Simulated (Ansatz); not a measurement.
Be₂Sn (fluorite or antifluorite type, Fm-3m), r²SCAN (plane waves, PAW; program Ansatz), all energies at zero smearing, with the estimated change up to a 700 eV cutoff added, with one set of potentials and settings (totals compare only within such a set). Cell of 3 atoms (1 Sn, 2 Be): -6223.765 eV.

```json
[
 {"element": "Sn", "reference phase": "Fd-3m, 2 atoms in the cell", "E (eV/atom)": "-6038.7047"},
 {"element": "Be", "reference phase": "P6_3/mmc, 2 atoms in the cell", "E (eV/atom)": "-93.3361"}
]
```

Formation energy per atom, worked out: (-6223.765 − 1×(-6038.7047) − 2×(-93.3361))/3 = 0.537 eV/atom (52 kJ per mol of atoms), at 0 K, without zero-point energy or fitted corrections.

A made-up cell: these elements were put on the sites of a structure type; neither database checked (COD, Materials Project) lists it. Its standing as an ambient phase is unchecked. The r²SCAN relaxation kept the symmetry of its start; whether a distortion lowers the energy is not shown. The references are the lowest solids computed at this level, not always the standard phases. Spin–orbit coupling is left out wherever it is not named.

Potentials: the earlier of the program's two PAW sets. The files were generated under PBE; for other functionals the program regenerates the frozen cores, and for LDA and PBEsol the local potential too.
